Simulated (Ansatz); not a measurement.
Task: ScMo$_{3}$C (anti-perovskite, space group No. 221) is relaxed with the program Ansatz at the PBEsol level (PAW). What lattice parameters of the conventional cell result?

Result: a = 4.187 Å.

Task: Is it a metal or does it have a gap at this level?

Result: No gap at this level.

Space group Pm-3m (anti-perovskite). The start of the workflow was typed in or built on a structure type; neither database checked (COD, Materials Project) lists it. Its standing as an ambient phase is unchecked. The PBEsol relaxation kept the symmetry of its start; whether a distortion lowers the energy is not shown. No spin polarisation was allowed. Scalar-relativistic: spin–orbit coupling is off unless named, which matters more the heavier the elements.

Potentials: the later of the program's two PAW sets.
